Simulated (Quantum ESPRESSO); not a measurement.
**BiTe: changing the dispersion correction**

The cell as given:

```cif
data_structure
_symmetry_space_group_name_H-M 'Fm-3m'
_symmetry_Int_Tables_number 225
_cell_length_a 6.4700
_cell_length_b 6.4700
_cell_length_c 6.4700
_cell_angle_alpha 90.000
_cell_angle_beta 90.000
_cell_angle_gamma 90.000
_cell_volume 270.84
loop_
_atom_site_label
_atom_site_type_symbol
_atom_site_symmetry_multiplicity
_atom_site_Wyckoff_symbol
_atom_site_fract_x
_atom_site_fract_y
_atom_site_fract_z
_atom_site_occupancy
Bi1 Bi 4 a 0.00000 0.00000 0.00000 1
Te1 Te 4 b 0.50000 0.00000 0.00000 1
```

Kept alike: task relaxation of cell and atoms; functional PBEsol; k mesh 7 × 7 × 7; occupations fermi-dirac, width 0.05 eV; no spin polarisation. Program: Quantum ESPRESSO, PseudoDojo 0.4.1 SR PBEsol standard, cutoff 1088 eV. The mesh is that of the run's cell of 2 atoms. No spin-orbit coupling.

| dispersion correction | volume (Å³/atom) |
| --- | --- |
| D3(zero) | 32.334 |
| D3(BJ) | 31.634 |
| none | 32.848 |
| rVV10 | 31.689 |

The relaxations keep at least the cell's symmetry (Fm-3m). For a metal such a mesh leaves the last digits unconverged. Relaxations stop with a little pressure left, so the last digits of a volume or edge aren't settled.

**Question.** What does the dispersion correction change here?

**Answer.** The volume runs from 31.634 (D3(BJ)) to 32.848 Å³/atom (none). Against no correction: D3(zero) -1.6 %; D3(BJ) -3.7 %; rVV10 -3.5 %. Dispersion terms mostly attract and so lower the volume; the schemes' coefficients and damping set how far.
